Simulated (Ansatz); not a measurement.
BaCdAsF:
```
BaCdAsF
1.0
    4.42533     0.00000     0.00000
    0.00000     4.42533     0.00000
    0.00000     0.00000     9.58429
Ba Cd As F
2 2 2 2
Direct
  0.00000   0.50000   0.84678
  0.50000   0.00000   0.15322
  0.50000   0.50000   0.50000
  0.00000   0.00000   0.50000
  0.00000   0.50000   0.32392
  0.50000   0.00000   0.67608
  0.50000   0.50000   0.00000
  0.00000   0.00000   0.00000
```

r²SCAN (plane waves, PAW; program Ansatz) gives a gap of 1.32 eV without spin–orbit coupling, maximum at Γ, minimum at Γ.

Task: What happens when spin–orbit coupling is switched on?

Result: The gap shrinks by 0.10 eV, to 1.22 eV; maximum at Γ, minimum at Γ.

Task: Give the electron effective mass with spin–orbit coupling.

Result: 0.18, 0.18, 1.4 mₑ (principal values).

Task: Give the hole effective mass with spin–orbit coupling.

Result: 0.27, 0.27, 8.9 mₑ (principal values).

Space group P4/nmm. The workflow started from a Materials Project entry (that database holds measured and hypothetical structures alike); the Crystallography Open Database copy checked does not list it. Its standing as an ambient phase is unchecked. Symmetry was held in the r²SCAN relaxation; its stability against distortions is not shown here.

Potentials: the later of the program's two PAW sets.
